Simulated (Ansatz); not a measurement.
A run on Ce: DFT, PBEsol, norm-conserving pseudopotentials, Ansatz's default files, scalar-relativistic (Ansatz 0.2.0).

Command: `ansatz run input.yaml --threads 4 --pin off --max-ram 10240MiB --backend cpu --events-out ev --progress --plain --runs-dir out`

```yaml
crystal:
  lattice:
    - [0.0, 2.2909732469, 2.2909732469]
    - [2.2909732469, 0.0, 2.2909732469]
    - [2.2909732469, 2.2909732469, 0.0]
  atoms:
    - { symbol: Ce, position: [0.0, 0.0, 0.0], spin: 1.0 }
magnetization:
  spin_polarized: true
kpoints:
  mp_grid: { grid: [17, 17, 17] }
scf:
  occupations: { method: fermi_dirac, width: 0.05 }
hamiltonian:
  xc: pbesol
  pseudopotentials: { kind: nc }
output:
  forces: true
  stress: true
  eigenvalues: true
```

Q: How does the run end?

A: It is refused before any iteration. The log ends:
```
Error: no pseudopotential record for Ce at <dir> Nothing was run.
  By this build's list the table `kind: nc`, `accuracy: standard` of `hamiltonian.pseudopotentials` has no Ce in this build's library.
Fix: name a record of your own for Ce alone.
  For PBEsol this build's library has no other record for Ce that a `kind: nc` deck can take. What follows is what a deck of another `kind` or functional would find; either is another calculation.
  For LDA (`xc_functional: lda` under `hamiltonian.pseudopotentials`) it has Ce under
    kind: paw      source: jth
  For PBE (`xc_functional: pbe` under `hamiltonian.pseudopotentials`) it has Ce under
    kind: nc       accuracy: lanthanide_3plus (`lanthanide_3plus` for 3+ ions alone)
    kind: paw      source: ansatz or jth, or accuracy: standard or stringent (the limits of `source: ansatz`: that key's Limitations)
  To change Ce alone, name a record of the deck's `kind` under `hamiltonian.pseudopotentials.azcp`, as `Ce: <path>` (`python -m ansatz.pseudopotential add <file.upf> <file.azcp>` makes one from a UPF file).
  `python` is the interpreter of the environment that holds the engine's wheel, or a checkout's `.venv/bin/python`.
```
